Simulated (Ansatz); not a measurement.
14N nuclear quadrupole resonance in Ca3Ga3N5

Cell: a Materials Project structure (computed, not necessarily an observed phase) whose atoms were relaxed with PBE, the cell held.

```cif
data_Ca3Ga3N5
_symmetry_space_group_name_H-M 'P-1'
_symmetry_Int_Tables_number 2
_cell_length_a 5.9105
_cell_length_b 6.8834
_cell_length_c 8.4757
_cell_angle_alpha 107.476
_cell_angle_beta 105.465
_cell_angle_gamma 95.175
loop_
_atom_site_label
_atom_site_type_symbol
_atom_site_symmetry_multiplicity
_atom_site_Wyckoff_symbol
_atom_site_fract_x
_atom_site_fract_y
_atom_site_fract_z
Ca1 Ca 2 i 0.8180 0.4117 0.6073
Ca3 Ca 2 i 0.6593 0.8653 0.8785
Ca5 Ca 2 i 0.6555 0.6374 0.1972
Ga7 Ga 2 i 0.9060 0.3115 0.9689
Ga9 Ga 2 i 0.7121 0.9440 0.5631
Ga11 Ga 2 i 0.1351 0.8671 0.7158
N13 N 2 i 0.9703 0.1052 0.7791
N15 N 2 i 0.8497 0.6947 0.5092
N17 N 2 i 0.7563 0.5296 0.8897
N19 N 2 i 0.3960 0.9314 0.6176
N21 N 2 i 0.2848 0.7715 0.9031
```

One atom of each set is listed.

Level of theory: DFT, LDA, plane waves and PAW, scalar-relativistic, 420 eV cutoff, Γ-centred 5×5×4 k-points, Fermi–Dirac smearing 0.02 eV (Ansatz 0.2.0).

14N: I = 1, Q = 20.44 mb (year-2017 value). Static lattice, zero field.

Problem. Predict the zero-field 14N lines of each site.

Solution. For I = 1 the lines are ν± = (3/4)|C_Q|(1 ± η/3) and ν₀ = |C_Q|η/2.

```csv
site,atoms,V_zz (10²¹ V/m²),C_Q (MHz),η,line frequencies (MHz)
N13,2,-3.25,-1.61,0.40,"0.323, 1.04, 1.37"
N15,2,-3.44,-1.70,0.68,"0.581, 0.984, 1.57"
N17,2,-2.81,-1.39,0.22,"0.153, 0.965, 1.12"
N19,2,-3.55,-1.76,0.55,"0.482, 1.08, 1.56"
N21,2,3.00,1.48,0.46,"0.339, 0.941, 1.28"
```

At N13 and N19 V_zz stands upright on the plane through its three neighbours (within 10°) in each case.

At this cell the LDA pressure is -8 GPa, so with LDA the cell would shrink if it were relaxed. The largest force is 0.4 eV/Å, so the atoms aren't at the calculated equilibrium and relaxing them would move these values.
